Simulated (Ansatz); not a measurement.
Relaxed CoSn (CoSn type, space group P6/mmm):

```yaml
crystal:
  lattice:
    - [5.29373, 0.00000, 0.00000]
    - [-2.64687, 4.58451, 0.00000]
    - [0.00000, 0.00000, 4.23470]
  atoms:
    - { symbol: Co, position: [0.50000, 0.00000, 0.00000] }
    - { symbol: Co, position: [0.50000, 0.50000, 0.00000] }
    - { symbol: Co, position: [0.00000, 0.50000, 0.00000] }
    - { symbol: Sn, position: [0.00000, 0.00000, 0.00000] }
    - { symbol: Sn, position: [0.33333, 0.66667, 0.50000] }
    - { symbol: Sn, position: [0.66667, 0.33333, 0.50000] }
```

In this cell atom 1 (Co, nearest neighbour Sn at 2.611 Å; its periodic images, 4.2 Å or more away, move with it) is moved by s along Cartesian x, unit vector (1.000, 0.000, 0.000); all other atoms and the cell stay fixed.

Computed with PBE (plane waves to 420 eV, PAW, scalar-relativistic; Ansatz, a program for electronic structure). k mesh 8×8×9 (Γ-centred), Fermi-Dirac smearing 0.05 eV. E stands for the smeared free energy. Left out: 2 of 11 points, with atoms too close for the PAW data. With partly filled bands, energies and forces of such displacements shift with the k mesh and the smearing. CoSn is run without spin polarisation. CoSn was relaxed with its symmetry unable to fall. The PAW data are Ansatz's earlier set. ΔE is measured from the undisplaced structure. The last digit holds for this mesh only.

```json
[
 {"s (Å)": "-0.624", "ΔE (meV/cell)": "2129.1"},
 {"s (Å)": "-0.468", "ΔE (meV/cell)": "withheld"},
 {"s (Å)": "-0.312", "ΔE (meV/cell)": "328.7"},
 {"s (Å)": "-0.156", "ΔE (meV/cell)": "69.5"},
 {"s (Å)": "0.000", "ΔE (meV/cell)": "0.0"},
 {"s (Å)": "0.156", "ΔE (meV/cell)": "69.5"},
 {"s (Å)": "0.312", "ΔE (meV/cell)": "328.7"},
 {"s (Å)": "0.468", "ΔE (meV/cell)": "withheld"},
 {"s (Å)": "0.624", "ΔE (meV/cell)": "2129.1"}
]
```

Task: Fit an even polynomial form (powers 2, 4) to the given rows and predict ΔE at s = 0.468.

Result: Least squares on the 7 given rows: ΔE = (2680)·s² + (7161)·s⁴, in meV/cell with s in Å; root-mean-square residual 0.08 meV/cell. At 0.468 the fit gives 930.5 meV/cell; the calculation gives 927.5 meV/cell, so the interpolation is off by 3.0 (+0.3 %). The quadratic term alone would give 587.0 meV/cell.

(For displaced atoms, the force is minus the slope of the energy, and its curvature is a force constant, which sets phonon frequencies.)
